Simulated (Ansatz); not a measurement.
The elements of this relaxed trial crystal are hidden behind letters.

```
lattice vectors (Å)
   3.2291    0.0000    0.0000
   0.0000    5.8094    0.0000
   0.0000    0.0000    5.9367
fractional positions
X 0.0000 0.0000 0.2690
X 0.0000 0.0000 0.7310
X 0.0000 0.5000 0.0000
Z 0.0000 0.5000 0.5000
Q 0.5000 0.0000 0.0000
```

Level of theory: DFT PBE, scalar-relativistic, plane waves, PAW (Ansatz). Plane waves to 420 eV, a 12×8×6 mesh through Γ for the 5-atom cell and 0.10 eV Gaussian smearing; no spin polarisation.

- Space group: Pmmm (No. 47)
- Conventional cell: a = 3.229 Å, b = 5.809 Å, c = 5.937 Å
- Volume per atom: 22.27 Å³
- Density: 6.98 g/cm³
- Formation energy: −0.24 eV/atom
- Gap on the 12×8×6 mesh of the 5-atom cell: 0 eV (a metal)

Energies are uncorrected and count from the elements' standard states at the same level.

Question: X is a d-block element of period 5, Z is a p-block element of period 5 and Q is a p-block element of period 2. Which elements are they?

Answer: X = Cd, Z = In, Q = O, so the formula is Cd3InO. Density times volume gives a mean mass of 6.98 × 22.27/1.6605 = 93.6 u per atom, and this set has 93.6 u. Cd on a site of symmetry mm2 is surrounded by 2 O at 2.27 Å, 1 Cd at 2.74 Å, 5 Cd at 3.19–3.31 Å and 2 In at 3.21 Å; around In lie 2 Cd at 2.97 Å, 4 Cd at 3.21 Å and 2 In at 3.23 Å; O is surrounded by 4 Cd at 2.27 Å, 2 O at 3.23 Å and 4 Cd at 3.32 Å; 1 more site not described. Other sets within the hints have nearly the same mass, so mass alone doesn't settle it; this one was computed.

A structure relaxed within its symmetry needn't be a true minimum.
